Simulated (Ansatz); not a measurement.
SrTe (rock salt, Fm-3m), the program Ansatz at the r²SCAN level (PAW). The conduction-band minimum lies at X, with 3 equivalent valleys. Second derivatives d²E/dk² of the lowest band at one valley (eV·Å²), along Cartesian directions:

```csv
direction,d²E/dk²
[100],6.075
[010],29.02
[001],29.02
[110],17.55
[101],17.55
[011],29.00
```

Find the principal effective masses, the density-of-states mass and the conductivity mass.

Off-diagonal terms follow from H_xy = H[110] − (H_xx + H_yy)/2, and m*/mₑ = 7.620 eV·Å² over each eigenvalue: 0.26, 0.26, 1.3. One valley's DOS mass (m₁m₂m₃)^(1/3) = 0.44, conductivity mass 3/(Σ 1/mᵢ) = 0.36 mₑ.

What effective density of states Nc follows at 300 K for parabolic valleys?

Nc = 2.509e19 × 3 × (0.44)^(3/2) ≈ 2.2e19 cm⁻³.

The r²SCAN relaxation kept the symmetry of its start. Spin–orbit coupling is left out wherever it is not named.

Potentials: the later of the program's two PAW sets.

Edges and masses are those of Kohn–Sham bands, whose gap is no quasiparticle gap.
